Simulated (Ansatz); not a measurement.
Cs$_{3}$FeF$_{6}$ in space group Fm-3m (No. 225; Cs on 8c, Cs on 4b, Fe on 4a, F on 24e) under volume change, r²SCAN (plane waves, PAW; program Ansatz), shape and atoms relaxed at each volume.

```csv
V (Å³/atom),E − E(relaxed) (meV/atom),P (GPa)
19.331,(withheld),(withheld)
19.968,(withheld),(withheld)
20.606,2.3,1.17
21.243,0.0,0.01
21.880,2.0,-0.95
22.518,7.4,-1.73
23.155,15.6,-2.36
```

Task: What belongs in the gaps?

Result: 
- 19.968, E − E(relaxed) (meV/atom): 9.7
- 19.968, P (GPa): 2.60
- 19.331, E − E(relaxed) (meV/atom): 23.3
- 19.331, P (GPa): 4.34

Task: What does a third-order Birch–Murnaghan fit give for V₀, B₀ and B′?

Result: V₀ = 21.25 Å³/atom, B₀ = 35.1 GPa, B′ = 5.7.

The first step of the workflow began from a Materials Project structure, measured or hypothetical; the Crystallography Open Database copy checked does not list it. Its standing as an ambient phase is unchecked. Symmetry was held in the r²SCAN relaxation; whether a distortion lowers the energy is not shown. Spin order of the final state: ferromagnetic, chosen from 3 collinear starts compared on coarse meshes (ties went to the first, and starts can fall back to one state), not a proven ground state. Other orbital occupations within this spin state were not tried. No Hubbard U is applied. Scalar-relativistic: spin–orbit coupling is off unless named, which matters more the heavier the elements.

Potentials: the later of the program's two PAW sets.
